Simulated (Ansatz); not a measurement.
Consider the following.

CeO₂:
```
CELL_PARAMETERS angstrom
      0.00000     2.71894     2.71894
      2.71894     0.00000     2.71894
      2.71894     2.71894     0.00000
ATOMIC_POSITIONS crystal
  Ce 0.00000 0.00000 0.00000
  O  0.25000 0.25000 0.25000
  O  0.75000 0.75000 0.75000
```

This is the r²SCAN-relaxed structure.

Question: All from r²SCAN in the plane-wave PAW code Ansatz, unless another level is named. Predict the electron effective mass with spin–orbit coupling.

Answer: 1.7, 11, 11 mₑ (principal values).

Question: And the hole effective mass with spin–orbit coupling?

Answer: 1.1, 1.4, 2.1 mₑ (principal values).

Question: Give the conduction-band minimum.

Answer: at L (4 equivalent valleys).

Space group Fm-3m (fluorite). The cell was relaxed with r²SCAN under the symmetry of its start. The run is not spin-polarised. The 4f shell is in the valence. No Hubbard U is applied. Spin–orbit coupling is left out wherever it is not named.

Potentials: the earlier of the program's two PAW sets. The files were generated under PBE; for other functionals the program regenerates the frozen cores, and for LDA and PBEsol the local potential too.

Edges and masses are those of Kohn–Sham bands, whose gap is no quasiparticle gap.
